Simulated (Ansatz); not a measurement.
SiO2 (space group P6_422)

```
SiO2
1.0
    5.05941     0.00000     0.00000
   -2.52970     4.38158     0.00000
    0.00000     0.00000     5.54082
Si O
3 6
Direct
  0.00000   0.50000   0.33333
  0.50000   0.00000   0.00000
  0.50000   0.50000   0.66667
  0.58350   0.79175   0.83333
  0.79175   0.58350   0.50000
  0.20825   0.79175   0.16667
  0.41650   0.20825   0.83333
  0.20825   0.41650   0.50000
  0.79175   0.20825   0.16667
```

Equation-of-state scan: isotropic scaling of the cell above, V₀ being its volume. The atoms relax within the cell's symmetry.

The numbers are results of r2SCAN (plane waves to 500 eV, PAW, scalar-relativistic; Ansatz, an electronic-structure program), not measurements. k mesh 8×8×6 (Γ-centred), Fermi-Dirac smearing 0.05 eV. Compression counts positive. SiO2 was relaxed with its symmetry unable to fall.

At one point of the scan the stress tensor (GPa) is:

```
   -9.9      0.0      0.0
    0.0     -9.9      0.0
    0.0      0.0    -10.5
```

Task: Which point is it?
(A) V/V₀ = 1.020
(B) V/V₀ = 1.080
(C) V/V₀ = 1.100
(D) V/V₀ = 1.060

Result: B, V/V₀ = 1.080

(Under strain, the slope of the energy per volume gives the stress and its curvature an elastic modulus.)
